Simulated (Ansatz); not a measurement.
## Two states of EuRuS$_{2}$

```
CELL_PARAMETERS angstrom
3.73741 0.00000 0.00000
-1.86871 3.23669 0.00000
-1.86871 1.07890 6.63354
ATOMIC_POSITIONS crystal
Eu 0.50000 0.50000 0.50000
Ru 0.00000 0.00000 0.00000
S 0.23536 0.76464 0.70608
S 0.76464 0.23536 0.29392
```

Level: PBE, with U_eff = 2.27 eV on Eu f, V = 1.58 eV between Eu f and S p within 3.065 Å (all-electron-ortho-atomic projectors); 420 eV; 6×6×6 Γ-centred mesh; fermi-dirac occupations (width 0.0119 eV); Ansatz 0.2.0, fixed geometry.

State A: Eu1 up, Ru2 up (collinear spin). State B: Eu1 up, Ru2 down (collinear spin).

Compare the two self-consistent states.

State B is lower by 24.8 meV an atom at zero smearing.

```tsv
state	free energy (meV/atom)	largest moment in a small sphere (μB)	net moment (μB/cell)	gap on mesh (eV)	pressure (GPa)	largest force (eV/Å)
A	24.7	6.29	9.19	metal	10.9	3.75
B	0.0	6.27	3.00	metal	10.8	3.73
```

Origin: a known structure type with other elements, at an estimated volume, so it need not be a known compound. Caveats: another magnetic order, which this cell may not hold, can open a gap; the k mesh is coarse if the cell is a metal; atoms or cell far from equilibrium.
